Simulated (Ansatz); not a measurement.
In plane-wave PAW r²SCAN (Ansatz code), BaN in the zinc blende structure (F-43m) relaxes to a = 6.042 Å. Ba has 4 nearest neighbours from 2.62 Å (tetrahedral); N has 4 nearest neighbours from 2.62 Å (tetrahedral). Its formation energy from the elements is 0.16 eV/atom, with no fitted shifts.

Electronic character: metallic (no gap). Gap from r²SCAN with spin–orbit coupling: none (metallic).

The bulk modulus is 41.6 GPa. The relaxed-ion elastic constants in GPa are C11 = 42.2, C12 = 40.0, C44 = 9.8. The elastic constants imply a Debye temperature near 110 K. Bader charges are Ba +1.36, N -1.36 e.

The start of the workflow was typed in or built on a structure type; neither database checked (COD, Materials Project) lists it. Whether it is the stable phase at ambient conditions was not checked. Symmetry was held in the r²SCAN relaxation; whether a distortion lowers the energy is not shown. Its formation energy is positive at this level, so the cell may be metastable or incomplete. With an odd number of electrons in the cell and no spin polarisation, the count alone makes it a metal. As this level gives no gap, shear constants depend on the k-mesh and smearing (Fermi–Dirac, 0.1 eV here). The references are the lowest solids computed at this level, not always the standard phases (solids in place of the gases). Scalar-relativistic: spin–orbit coupling is off unless named, which matters more the heavier the elements.

Potentials: the earlier of the program's two PAW sets. The files were generated under PBE; for other functionals the program regenerates the frozen cores, and for LDA and PBEsol the local potential too.
